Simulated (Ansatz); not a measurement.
**Coordination and ³³S quadrupole coupling in YMgCrS₄**

Cell: a Materials Project structure (computed, not necessarily an observed phase).

Space group Imma (No. 74); a = 7.5026, b = 7.6516, c = 10.6867 Å.

| site | Wyckoff | site symmetry | x | y | z |
| --- | --- | --- | --- | --- | --- |
| Y | 4b | 2/m.. | 0.5000 | 0.0000 | 0.0000 |
| Mg | 4e | mm2 | 0.0000 | 0.2500 | 0.1237 |
| Cr | 4d | .2/m. | 0.2500 | 0.2500 | 0.7500 |
| S7 | 8h | m.. | 0.5000 | 0.4655 | 0.7456 |
| S8 | 8i | .m. | 0.7500 | 0.2500 | 0.5206 |

One atom of each set is listed; the run and its k-mesh use a cell of 14 atoms with edges of 7.57, 7.57, 7.57 Å.

All values are calculated (Ansatz; DFT, PBE, plane waves and PAW, scalar-relativistic, collinear spin, 420 eV cutoff, Γ-centred 5×5×5 k-points, Fermi–Dirac smearing 0.02 eV), not measured. Start moments as typed (μB): 3 on each Cr, none on the rest.

Q(³³S) = -69.40 mb.

Question: Order the S environments from the weakest to the strongest quadrupole coupling.
A. S8: 1 Mg at 2.43 Å, 1 Cr at 2.45 Å, 2 Y at 2.69 Å
B. S7: 2 Cr at 2.50 Å, 1 Mg at 2.54 Å, 1 Y at 2.73 Å

Answer: A (11.3 MHz, η = 0.46), B (13.0 MHz, η = 0.02).

Like point charges on the first shell alone (each adding as 1/d³) would put S8 above S7: the covalent part of each bond and the atoms beyond the first shell count as well.

Without spin–orbit coupling (the program notes it for Y) the gradients can shift somewhat, as the gap is small. All moments are parallel here, as the start or the cell imposes; many such compounds order antiparallel, where fields and spin densities carried over to other atoms largely cancel. The magnetic order is the one that the run reached from its start moments, not necessarily the measured one.
